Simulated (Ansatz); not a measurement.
Given:

MgS:
```yaml
crystal:
  lattice:
    - [0.00000, 2.59100, 2.59100]
    - [2.59100, 0.00000, 2.59100]
    - [2.59100, 2.59100, 0.00000]
  atoms:
    - { symbol: Mg, position: [0.00000, 0.00000, 0.00000] }
    - { symbol: S, position: [0.50000, 0.50000, 0.50000] }
```

This is the PBEsol-relaxed structure.

All from PBEsol in the plane-wave PAW code Ansatz, unless another level is named. Predict the bulk modulus (Birch–Murnaghan fit).

78.1 GPa.

Predict the zero-point energy.

41.7 meV/atom.

And the highest zone-centre frequency (without LO–TO term)?

243 cm⁻¹.

Space group Fm-3m (rock salt). The cell was relaxed with PBEsol under the symmetry of its start; phonons on a q-mesh show no instability.

Potentials: the later of the program's two PAW sets.
